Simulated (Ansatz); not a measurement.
A relaxation computed with Ansatz, from input to last step.

```yaml
crystal:
  lattice:
    - [0.0, 5.2845, 5.2845]
    - [5.2845, 0.0, 5.2845]
    - [5.2845, 5.2845, 0.0]
  atoms:
    - { symbol: Nb, position: [0.125, 0.125, 0.125] }
    - { symbol: Nb, position: [0.625, 0.125, 0.125] }
    - { symbol: Nb, position: [0.125, 0.125, 0.625] }
    - { symbol: Nb, position: [0.125, 0.625, 0.125] }
    - { symbol: O, position: [0.439, 0.061, 0.061], spin: 0.34 }
    - { symbol: O, position: [0.811, 0.189, 0.811], spin: 0.34 }
    - { symbol: O, position: [0.061, 0.439, 0.439], spin: 0.34 }
    - { symbol: O, position: [0.189, 0.811, 0.189], spin: 0.34 }
    - { symbol: O, position: [0.061, 0.439, 0.061], spin: 0.34 }
    - { symbol: O, position: [0.811, 0.811, 0.189], spin: 0.34 }
    - { symbol: O, position: [0.439, 0.061, 0.439], spin: 0.34 }
    - { symbol: O, position: [0.189, 0.189, 0.811], spin: 0.34 }
    - { symbol: O, position: [0.811, 0.189, 0.189], spin: 0.34 }
    - { symbol: O, position: [0.061, 0.061, 0.439], spin: 0.34 }
    - { symbol: O, position: [0.189, 0.811, 0.811], spin: 0.34 }
    - { symbol: O, position: [0.439, 0.439, 0.061], spin: 0.34 }
    - { symbol: O, position: [0.75, 0.75, 0.75], spin: 2.3 }
    - { symbol: O, position: [0.5, 0.5, 0.5], spin: 2.3 }
basis:
  ecutwfc: 420
kpoints:
  mp_grid: { grid: [6, 6, 6] }
hamiltonian:
  xc: pbe
scf:
  occupations: { method: gaussian, width: 0.1 }
output:
  forces: true
  stress: true
  eigenvalues: true
  populations: true
magnetization:
  spin_polarized: true
relax:
  adjacent_minimum: "off"
  f_tol: 0.005
  max_steps: 80
  cell: { stress_tol: 0.05 }
```

```bash
ansatz run input.yaml --threads 4 --pin off --max-ram 10240MiB --backend cpu --events-out ev --progress --plain --runs-dir out
```

The calculation used DFT PBE, scalar-relativistic, plane waves, PAW (Ansatz 0.2.0).

Of 6 frames 6 are shown, positions in Å and forces in eV/Å; the SCF threshold varies from step to step. Steps run on the plane waves of an earlier cell, with a Pulay correction in the pressure. The basis is chosen afresh for the last frame, the zero of the energies, and at times for earlier ones too; energy and pressure can step there, also at an unchanged geometry. Where two frames share a geometry here, they differ by under 2 meV/atom and 0.3 GPa.

```xyz
18
Lattice="0.0000 5.2845 5.2845 5.2845 0.0000 5.2845 5.2845 5.2845 0.0000" Properties=species:S:1:pos:R:3:forces:R:3 pbc="T T T" step=1 free_energy_over_end_meV_per_atom=7.78 pressure_GPa=-0.84
Nb    1.3211    1.3211    1.3211    0.0000    0.0000    0.0000
Nb    1.3211    3.9634    3.9634    0.0000    0.0000    0.0000
Nb    3.9634    3.9634    1.3211    0.0000    0.0000    0.0000
Nb    3.9634    1.3211    3.9634    0.0000    0.0000    0.0000
O     0.6447    2.6423    2.6423    0.4073    0.0000    0.0000
O     5.2845    8.5715    5.2845    0.0000    0.4073    0.0000
O     4.6398    2.6423    2.6423   -0.4073    0.0000    0.0000
O     5.2845    1.9975    5.2845    0.0000   -0.4073    0.0000
O     2.6423    0.6447    2.6423    0.0000    0.4073    0.0000
O     5.2845    5.2845    8.5715    0.0000    0.0000    0.4073
O     2.6423    4.6398    2.6423    0.0000   -0.4073    0.0000
O     5.2845    5.2845    1.9975    0.0000    0.0000   -0.4073
O     1.9975    5.2845    5.2845   -0.4073    0.0000    0.0000
O     2.6423    2.6423    0.6447    0.0000    0.0000    0.4073
O     8.5715    5.2845    5.2845    0.4073    0.0000    0.0000
O     2.6423    2.6423    4.6398    0.0000    0.0000   -0.4073
O     7.9268    7.9268    7.9268    0.0000    0.0000    0.0000
O     5.2845    5.2845    5.2845    0.0000    0.0000    0.0000
18
Lattice="0.0000 5.3187 5.3187 5.3187 0.0000 5.3187 5.3187 5.3187 0.0000" Properties=species:S:1:pos:R:3:forces:R:3 pbc="T T T" step=2 free_energy_over_end_meV_per_atom=1.40 pressure_GPa=-0.03
Nb    1.3297    1.3297    1.3297    0.0000    0.0000    0.0000
Nb    1.3297    3.9890    3.9890    0.0000    0.0000    0.0000
Nb    3.9890    3.9890    1.3297    0.0000    0.0000    0.0000
Nb    3.9890    1.3297    3.9890    0.0000    0.0000    0.0000
O     0.7054    2.6594    2.6594    0.0361    0.0000    0.0000
O     5.3187    8.6834    5.3187    0.0000    0.0361    0.0000
O     4.6133    2.6594    2.6594   -0.0361    0.0000    0.0000
O     5.3187    1.9540    5.3187    0.0000   -0.0361    0.0000
O     2.6594    0.7054    2.6594    0.0000    0.0361    0.0000
O     5.3187    5.3187    8.6834    0.0000    0.0000    0.0361
O     2.6594    4.6133    2.6594    0.0000   -0.0361    0.0000
O     5.3187    5.3187    1.9540    0.0000    0.0000   -0.0361
O     1.9540    5.3187    5.3187   -0.0361    0.0000    0.0000
O     2.6594    2.6594    0.7054    0.0000    0.0000    0.0361
O     8.6834    5.3187    5.3187    0.0361    0.0000    0.0000
O     2.6594    2.6594    4.6133    0.0000    0.0000   -0.0361
O     7.9781    7.9781    7.9781    0.0000    0.0000    0.0000
O     5.3187    5.3187    5.3187    0.0000    0.0000    0.0000
18
Lattice="0.0000 5.3232 5.3232 5.3232 0.0000 5.3232 5.3232 5.3232 0.0000" Properties=species:S:1:pos:R:3:forces:R:3 pbc="T T T" step=3 free_energy_over_end_meV_per_atom=1.49 pressure_GPa=-0.01
Nb    1.3308    1.3308    1.3308    0.0000    0.0000    0.0000
Nb    1.3308    3.9924    3.9924    0.0000    0.0000    0.0000
Nb    3.9924    3.9924    1.3308    0.0000    0.0000    0.0000
Nb    3.9924    1.3308    3.9924    0.0000    0.0000    0.0000
O     0.7121    2.6616    2.6616   -0.0012    0.0000    0.0000
O     5.3232    8.6970    5.3232    0.0000   -0.0012    0.0000
O     4.6111    2.6616    2.6616    0.0012    0.0000    0.0000
O     5.3232    1.9495    5.3232    0.0000    0.0012    0.0000
O     2.6616    0.7121    2.6616    0.0000   -0.0012    0.0000
O     5.3232    5.3232    8.6970    0.0000    0.0000   -0.0012
O     2.6616    4.6111    2.6616    0.0000    0.0012    0.0000
O     5.3232    5.3232    1.9495    0.0000    0.0000    0.0012
O     1.9495    5.3232    5.3232    0.0012    0.0000    0.0000
O     2.6616    2.6616    0.7121    0.0000    0.0000   -0.0012
O     8.6970    5.3232    5.3232   -0.0012    0.0000    0.0000
O     2.6616    2.6616    4.6111    0.0000    0.0000    0.0012
O     7.9848    7.9848    7.9848    0.0000    0.0000    0.0000
O     5.3232    5.3232    5.3232    0.0000    0.0000    0.0000
18
Lattice="0.0000 5.3232 5.3232 5.3232 0.0000 5.3232 5.3232 5.3232 0.0000" Properties=species:S:1:pos:R:3:forces:R:3 pbc="T T T" step=4 free_energy_over_end_meV_per_atom=0.04 pressure_GPa=0.15
Nb    1.3308    1.3308    1.3308    0.0000    0.0000    0.0000
Nb    1.3308    3.9924    3.9924    0.0000    0.0000    0.0000
Nb    3.9924    3.9924    1.3308    0.0000    0.0000    0.0000
Nb    3.9924    1.3308    3.9924    0.0000    0.0000    0.0000
O     0.7121    2.6616    2.6616   -0.0010    0.0000    0.0000
O     5.3232    8.6970    5.3232    0.0000   -0.0010    0.0000
O     4.6111    2.6616    2.6616    0.0010    0.0000    0.0000
O     5.3232    1.9495    5.3232    0.0000    0.0010    0.0000
O     2.6616    0.7121    2.6616    0.0000   -0.0010    0.0000
O     5.3232    5.3232    8.6970    0.0000    0.0000   -0.0010
O     2.6616    4.6111    2.6616    0.0000    0.0010    0.0000
O     5.3232    5.3232    1.9495    0.0000    0.0000    0.0010
O     1.9495    5.3232    5.3232    0.0010    0.0000    0.0000
O     2.6616    2.6616    0.7121    0.0000    0.0000   -0.0010
O     8.6970    5.3232    5.3232   -0.0010    0.0000    0.0000
O     2.6616    2.6616    4.6111    0.0000    0.0000    0.0010
O     7.9848    7.9848    7.9848    0.0000    0.0000    0.0000
O     5.3232    5.3232    5.3232    0.0000    0.0000    0.0000
18
Lattice="0.0000 5.3262 5.3262 5.3262 0.0000 5.3262 5.3262 5.3262 0.0000" Properties=species:S:1:pos:R:3:forces:R:3 pbc="T T T" step=5 free_energy_over_end_meV_per_atom=0.13 pressure_GPa=0.00
Nb    1.3316    1.3316    1.3316    0.0000    0.0000    0.0000
Nb    1.3316    3.9947    3.9947    0.0000    0.0000    0.0000
Nb    3.9947    3.9947    1.3316    0.0000    0.0000    0.0000
Nb    3.9947    1.3316    3.9947    0.0000    0.0000    0.0000
O     0.7141    2.6631    2.6631    0.0001    0.0000    0.0000
O     5.3262    8.7034    5.3262    0.0000    0.0001    0.0000
O     4.6121    2.6631    2.6631   -0.0001    0.0000    0.0000
O     5.3262    1.9490    5.3262    0.0000   -0.0001    0.0000
O     2.6631    0.7141    2.6631    0.0000    0.0001    0.0000
O     5.3262    5.3262    8.7034    0.0000    0.0000    0.0001
O     2.6631    4.6121    2.6631    0.0000   -0.0001    0.0000
O     5.3262    5.3262    1.9490    0.0000    0.0000   -0.0001
O     1.9490    5.3262    5.3262   -0.0001    0.0000    0.0000
O     2.6631    2.6631    0.7141    0.0000    0.0000    0.0001
O     8.7034    5.3262    5.3262    0.0001    0.0000    0.0000
O     2.6631    2.6631    4.6121    0.0000    0.0000   -0.0001
O     7.9893    7.9893    7.9893    0.0000    0.0000    0.0000
O     5.3262    5.3262    5.3262    0.0000    0.0000    0.0000
18
Lattice="0.0000 5.3262 5.3262 5.3262 0.0000 5.3262 5.3262 5.3262 0.0000" Properties=species:S:1:pos:R:3:forces:R:3 pbc="T T T" step=6 free_energy_over_end_meV_per_atom=0.00 pressure_GPa=0.01
Nb    1.3316    1.3316    1.3316    0.0000    0.0000    0.0000
Nb    1.3316    3.9947    3.9947    0.0000    0.0000    0.0000
Nb    3.9947    3.9947    1.3316    0.0000    0.0000    0.0000
Nb    3.9947    1.3316    3.9947    0.0000    0.0000    0.0000
O     0.7141    2.6631    2.6631    0.0002    0.0000    0.0000
O     5.3262    8.7034    5.3262    0.0000    0.0002    0.0000
O     4.6121    2.6631    2.6631   -0.0002    0.0000    0.0000
O     5.3262    1.9490    5.3262    0.0000   -0.0002    0.0000
O     2.6631    0.7141    2.6631    0.0000    0.0002    0.0000
O     5.3262    5.3262    8.7034    0.0000    0.0000    0.0002
O     2.6631    4.6121    2.6631    0.0000   -0.0002    0.0000
O     5.3262    5.3262    1.9490    0.0000    0.0000   -0.0002
O     1.9490    5.3262    5.3262   -0.0002    0.0000    0.0000
O     2.6631    2.6631    0.7141    0.0000    0.0000    0.0002
O     8.7034    5.3262    5.3262    0.0002    0.0000    0.0000
O     2.6631    2.6631    4.6121    0.0000    0.0000   -0.0002
O     7.9893    7.9893    7.9893    0.0000    0.0000    0.0000
O     5.3262    5.3262    5.3262    0.0000    0.0000    0.0000
```

Time: 4.5 min on 4 threads of Intel(R) Xeon(R) Processor @ 2.50GHz (Skylake/Cascade Lake), on a shared host, peak memory 1.4 GiB.